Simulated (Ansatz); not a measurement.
A relaxed structure of CsSrBr3. These are r2SCAN (plane waves to 500 eV, PAW, scalar-relativistic; Ansatz, a first-principles code) values and carry that method's errors.

```
CELL_PARAMETERS angstrom
      8.47596     0.00000     0.00000
      0.00000    11.81810     0.00000
      0.00000     0.00000     8.20853
ATOMIC_POSITIONS crystal
  Cs 0.44293 0.25000 0.98365
  Cs 0.94293 0.25000 0.51635
  Cs 0.55707 0.75000 0.01635
  Cs 0.05707 0.75000 0.48365
  Sr 0.00000 0.00000 0.00000
  Sr 0.50000 0.50000 0.50000
  Sr 0.00000 0.50000 0.00000
  Sr 0.50000 0.00000 0.50000
  Br 0.01464 0.25000 0.07468
  Br 0.51464 0.25000 0.42532
  Br 0.98536 0.75000 0.92532
  Br 0.48536 0.75000 0.57468
  Br 0.29491 0.53874 0.20252
  Br 0.79491 0.96126 0.29748
  Br 0.70509 0.03874 0.79748
  Br 0.20509 0.46126 0.70252
  Br 0.70509 0.46126 0.79748
  Br 0.20509 0.03874 0.70252
  Br 0.29491 0.96126 0.20252
  Br 0.79491 0.53874 0.29748
```

Problem. Determine the symmetry and give the standard cell with its independent sites.

Solution. Space group Pnma (No. 62); a = 8.4760 Å, b = 11.8181 Å, c = 8.2085 Å, α = 90.00°, β = 90.00°, γ = 90.00°

```json
[
 {"atom": "Cs", "site": "4c", "symmetry": ".m.", "x": "0.0571", "y": "0.7500", "z": "0.4837"},
 {"atom": "Sr", "site": "4a", "symmetry": "-1", "x": "0.0000", "y": "0.0000", "z": "0.0000"},
 {"atom": "Br", "site": "4c", "symmetry": ".m.", "x": "0.0146", "y": "0.2500", "z": "0.0747"},
 {"atom": "Br", "site": "8d", "symmetry": "1", "x": "0.2051", "y": "0.0387", "z": "0.7025"}
]
```

This is the AFLOW prototype AB3C_oP20_62_c_cd_a (as in CaTiO3).

Problem. Give the shortest distances between elements (the closest pairs, up to four, under 3.6 Å).

Solution. Br–Sr 3.02 Å.

```yaml
volume_per_atom: 41.11 Å³
band_gap: 5.27 eV, indirect (valence top at U, conduction bottom at Γ) (no spin-orbit coupling)
smallest_direct_gap: 5.31 eV at Γ
```

No spin polarisation in the result.

The run could not lose the symmetry of its start.

The first start was generated by placing the elements on the sites of a structure type. Materials Project lists a structure of CsSrBr3 in the same space group, Pnma (No. 62); the sites were not compared with it, nor with measured phases.
